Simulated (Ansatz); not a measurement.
AgBr (rock salt), relaxed and computed with several functionals in Ansatz (plane waves, PAW).

```
functional  a (Å)  gap (eV)  B₀ by P(V) fit (GPa)
----------  -----  --------  --------------------
PBE         5.841      0.69                  38.7
HSE06       5.830      2.04                  38.6
LDA         5.584      0.38                  63.3
```

All cells were relaxed under the symmetry of their starts (and spin orders); stability against distortions was not tested throughout. Rows with no word on spin ran without spin polarisation. Scalar-relativistic: spin–orbit coupling is off unless named, which matters more the heavier the elements.

Potentials: the later of the program's two PAW sets.

Ansatz (a first-principles code) is a plane-wave DFT program.
